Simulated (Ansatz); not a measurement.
HfO$_{2}$: clamped-ion strain scan

All numbers below come from DFT PBE, scalar-relativistic, plane waves, PAW in Ansatz. Cutoff 420 eV, Γ-centred 8×8×8 k-points, Gaussian smearing of 0.05 eV. Spin–orbit coupling is left out, which can shift energies with elements as heavy as these. No spin polarisation. Energies are free energies at this smearing, counted from the undisturbed cell; pressure is positive in compression.

The starting cell (as given, not relaxed at this level; it stands at -2.5 GPa; this fluorite-type form isn't the usual structure):

```
CELL_PARAMETERS angstrom
0.00000 2.55750 2.55750
2.55750 0.00000 2.55750
2.55750 2.55750 0.00000
ATOMIC_POSITIONS crystal
Hf 0.00000 0.00000 0.00000
O 0.25000 0.25000 0.25000
O 0.75000 0.75000 0.75000
```

The cell is strained by ε times the Voigt pattern (0, 0, 0, 0, 0, 1) (xx, yy, zz, yz, xz, xy; engineering shear) with fractional coordinates fixed.

| ε | ΔE (meV/atom) |
| --- | --- |
| -0.0200 | 1.1 |
| -0.0100 | 0.2 |
| 0.0000 | 0.0 |
| 0.0025 | 0.0 |
| 0.0050 | 0.0 |
| 0.0075 | 0.1 |
| 0.0125 | 0.4 |
| 0.0150 | 0.6 |
| 0.0175 | 0.8 |

Question: Predict the pressure (GPa) at each point.

Answer:
| ε | pressure (GPa) |
| --- | --- |
| -0.0200 | -2.4 |
| -0.0100 | -2.4 |
| 0.0000 | -2.5 |
| 0.0025 | -2.5 |
| 0.0050 | -2.5 |
| 0.0075 | -2.4 |
| 0.0125 | -2.4 |
| 0.0150 | -2.4 |
| 0.0175 | -2.4 |